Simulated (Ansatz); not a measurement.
Ti (hcp (Mg type), P6_3/mmc) at seven volumes, plane-wave PAW PBE (Ansatz code), shape and atoms relaxed at each. One row is withheld.

```
V (Å³/atom)  P (GPa)
-----------  -------
15.821         12.49
16.342             ?
16.864          3.60
17.385          0.00
17.907         -3.13
18.428         -5.86
18.950         -8.23
```

Question: Fit the shown pressures and predict the withheld one.

Answer: P = (3/2)B₀(x^(7/2) − x^(5/2))[1 + (3/4)(B′ − 4)(x − 1)] with x = (V₀/V)^(2/3). Least squares on the six rows gives V₀ = 17.385 Å³/atom, B₀ = 112 GPa, B′ = 3.62. At V = 16.342, x = 1.0421 and P = 7.75 GPa. The run itself gave 7.74 GPa.

Symmetry was held in the PBE relaxation. The run is not spin-polarised.

Potentials: the earlier of the program's two PAW sets.
